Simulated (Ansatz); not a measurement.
TiS2 in space group P6_3/mmc (No. 194; Ti on 2c, S on 4f), PBE+D3(BJ) in the plane-wave PAW code Ansatz, all energies at zero smearing, with the estimated change up to a 700 eV cutoff added, with one set of potentials and settings (totals compare only within such a set). Cell of 6 atoms (2 Ti, 4 S): -8616.759 eV.

| element | reference phase | E (eV/atom) |
|---|---|---|
| Ti | P6/mmm, 3 atoms in the cell | -2500.3009 |
| S | Fddd, 32 atoms in the cell | -902.2562 |

Formation energy per atom, worked out: (-8616.759 − 2×(-2500.3009) − 4×(-902.2562))/6 = -1.189 eV/atom (-115 kJ per mol of atoms), at 0 K, without zero-point energy or fitted corrections.

The workflow started from a Materials Project entry (that database holds measured and hypothetical structures alike); the Crystallography Open Database copy checked does not list it. It is not the phase usual at ambient conditions (space group No. 164). The cell was relaxed with PBE+D3(BJ) under the symmetry of its start; of distortions, only those at the zone centre were tested. The run is not spin-polarised. The references are the lowest solids computed at this level, not always the standard phases.

Potentials: the later of the program's two PAW sets.
